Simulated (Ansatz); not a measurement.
According to PBE+D3(BJ) in the plane-wave PAW code Ansatz, BP in the hexagonal phase (P6_222; B on 3d, P on 3c) relaxes to a = 3.247 Å, c = 6.924 Å. Against the elements it lies at 0.001 eV/atom, with no fitted shifts.

Electronic character: no gap, with almost no states at the Fermi level (zero-gap or semimetallic).

The bulk modulus is 181 GPa.

The start of the workflow was typed in or built on a structure type; neither database checked (COD, Materials Project) lists it. It is not the phase usual at ambient conditions (space group No. 216). Symmetry was held in the PBE+D3(BJ) relaxation; its stability against distortions is not shown here. The references are the lowest solids computed at this level, not always the standard phases.

Potentials: the earlier of the program's two PAW sets.
